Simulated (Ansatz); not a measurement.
A trial cell of Nb was relaxed with PBEsol (plane waves to 420 eV, PAW, scalar-relativistic; Ansatz, a quantum-chemistry and plane-wave program).

Before: P3₁21 (No. 152), hP3; a = b = 3.800 Å, c = 4.311 Å, α = β = 90.00°, γ = 120.00°.

After relaxation:

Simulated powder pattern, Cu Kα, λ = 1.54184 Å (kinematic, ideal powder, no thermal factors, no anomalous dispersion; the 24 strongest lines at most, above 1 %, up to 2θ = 90°):

| 2θ (°) | I/Imax (%) |
|---|---|
| 38.94 | 100 |
| 56.24 | 17 |
| 70.52 | 33 |
| 83.60 | 11 |

**Question.** Identify the relaxed structure from its pattern: crystal system, space group and cell.

**Answer.** Cubic, Im-3m (No. 229), cI2, bcc (W type); a = 3.271 Å, b = 3.271 Å, c = 3.271 Å, α = 90.00°, β = 90.00°, γ = 90.00°. Sites: Nb 2a (0.000, 0.000, 0.000).

**Question.** Index the strongest lines.

**Answer.** 38.94° (110), 56.24° (200), 70.52° (211), 83.60° (220).

No spin polarisation in the result.

The run could not lose the symmetry of its start.
